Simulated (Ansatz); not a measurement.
Here is the system:

Si₂W:
```cif
data_Si6W3
_chemical_formula_sum 'Si6 W3'
_space_group_name_H-M_alt 'P 1'
_space_group_IT_number 1
_cell_length_a 4.57589
_cell_length_b 4.57589
_cell_length_c 6.60326
_cell_angle_alpha 90.000
_cell_angle_beta 90.000
_cell_angle_gamma 120.000
loop_
_space_group_symop_operation_xyz
  'x, y, z'
loop_
_atom_site_label
_atom_site_type_symbol
_atom_site_fract_x
_atom_site_fract_y
_atom_site_fract_z
_atom_site_occupancy
Si1 Si 0.83619 0.67239 0.50000 1
Si2 Si 0.16381 0.83619 0.83333 1
Si3 Si 0.32761 0.16381 0.16667 1
Si4 Si 0.16381 0.32761 0.50000 1
Si5 Si 0.83619 0.16381 0.83333 1
Si6 Si 0.67239 0.83619 0.16667 1
W1 W 0.00000 0.50000 0.16667 1
W2 W 0.50000 0.00000 0.50000 1
W3 W 0.50000 0.50000 0.83333 1
```

This is the PBEsol-relaxed structure.

Q: All from DFT-PBEsol in the program Ansatz with PAW potentials, unless another level is named. Give the electronic character.

A: no gap, with almost no states at the Fermi level (zero-gap or semimetallic).

Q: Give the formation energy from the elements (no fitted shifts).

A: -0.38 eV/atom.

Q: Next, the gap with spin–orbit coupling?

A: none (metallic).

Space group P6_222. The first step of the workflow began from a Materials Project structure, measured or hypothetical; the Crystallography Open Database copy checked does not list it. It is not the phase usual at ambient conditions (space group No. 139). Symmetry was held in the PBEsol relaxation; of distortions, only those at the zone centre were tested. The run is not spin-polarised. The references are the lowest solids computed at this level, not always the standard phases. Scalar-relativistic: spin–orbit coupling is off unless named, which matters more the heavier the elements.

Potentials: the later of the program's two PAW sets.
